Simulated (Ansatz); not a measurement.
Values for one crystal, relaxed and computed with r²SCAN (plane waves, PAW; program Ansatz); other levels are named.

| Property | Value |
|---|---|
| Volume per atom | 22.68 Å³ |
| Band gap | 4.15 eV (direct) |
| Young's modulus | 56.2 GPa |
| Valence-band maximum | at Γ |
| Elastic constants (relaxed ions, GPa) | C11 = 90.5, C12 = 49.8, C13 = 42.6, C33 = 87.5, C44 = 20.0 |
| Conduction-band minimum | at Γ |
| Formation energy from the elements (no fitted shifts) | -1.65 eV/atom |

Pick the material that matches.
(A) MgS, wurtzite
(B) Li2O, anti-fluorite
(C) MgH2, rutile
(D) BaF2, fluorite

A, MgS, wurtzite

Space group P6_3mc (wurtzite). A made-up cell: these elements were put on the sites of a structure type; the Crystallography Open Database copy checked does not list it. COD files the formula under space group No. 225, so this cell is another polymorph or a model. Its standing as an ambient phase is unchecked. Symmetry was held in the r²SCAN relaxation; its stability against distortions is not shown here. The references are the lowest solids computed at this level, not always the standard phases.

Potentials: the later of the program's two PAW sets.
